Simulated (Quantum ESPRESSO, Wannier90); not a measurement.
# Wannierisation of CsPbI3 (cubic perovskite)

```
begin unit_cell_cart
ang
    6.2751400000    0.0000000000    0.0000000000
    0.0000000000    6.2751400000    0.0000000000
    0.0000000000    0.0000000000    6.2751400000
end unit_cell_cart
begin atoms_frac
Cs   0.5000000000  0.5000000000  0.5000000000
Pb   0.0000000000  0.0000000000  0.0000000000
I    0.0000000000  0.0000000000  0.5000000000
I    0.5000000000  0.0000000000  0.0000000000
I    0.0000000000  0.5000000000  0.0000000000
end atoms_frac
```

Structure: Materials Project mp-1069538, symmetrised, not relaxed again. Not found in the COD (Crystallography Open Database) copy used, which has the formula in other groups; not checked further. Method: PBEsol plane waves in Quantum ESPRESSO 7.5 (PseudoDojo norm-conserving files, 56 Ry, spinors with spin-orbit coupling), Bloch states on a 4×4×4 mesh through Γ, Wannier90 4.0.1. Density: 6×6×6 mesh, Gaussian smearing 0.01 Ry. With spin-orbit coupling a semilocal functional can close or falsely invert a small gap; the band order was not checked against a better method.

A tight-binding model is made by disentanglement and projection with no localisation steps (num_iter = 0), so the 32 orbitals stay atom-like: hydrogen-like Cs: s; Pb: p; I: s;p, axes along x, y, z; frozen window up to 1.50 eV relative to the Fermi level. It follows pw.x to 2.6 meV rms for states up to 1.0 eV relative to the Fermi level. Matrix elements depend on this choice of orbitals and windows. Bands 19–20 (Cs 5p 100 %), 21–26 (Cs 5p 66 %, Pb 6s 24 %, I 5p 6 %) lie between the kept ones and are excluded.

Task: What are the on-site energies relative to the Fermi level, and how fast do the hoppings decay?

Result: 
| atom | orbitals | energy (eV) |
|---|---|---|
| Cs1 | s↑ s↓ | 3.80 |
| Pb2 | pz↑ pz↓ px↑ px↓ py↑ py↓ | 1.52 |
| I3 | s↑ s↓ | -11.92 |
| I3 | pz↑ pz↓ | -1.12 |
| I3 | px↑ px↓ py↑ py↓ | -1.81 |
| I4 | s↑ s↓ | -11.92 |
| I4 | pz↑ pz↓ py↑ py↓ | -1.81 |
| I4 | px↑ px↓ | -1.12 |
| I5 | s↑ s↓ | -11.92 |
| I5 | pz↑ pz↓ px↑ px↓ | -1.81 |
| I5 | py↑ py↓ | -1.12 |

| distance of the centres (Å) | largest modulus (eV) |
|---|---|
| 3–4 | 1.9 |
| 4–5 | 0.34 |
| 5–6 | 0.025 |
| 6–7 | 0.32 |
| 7–8 | 0.027 |
| 8–9 | 0.064 |
| 9–10 | 0.090 |
| 10–11 | 0.0043 |
| 11–12 | 0.0035 |

Effective spin-orbit constants λ of λ L·S, from the same-site elements px↑–py↑ (λ/2) and dx2-y2↑–dxy↑ (λ), where they are among the larger elements: Pb2 p 1.1 eV, I3 p 0.64 eV, I4 p 0.63 eV, I5 p 0.63 eV.
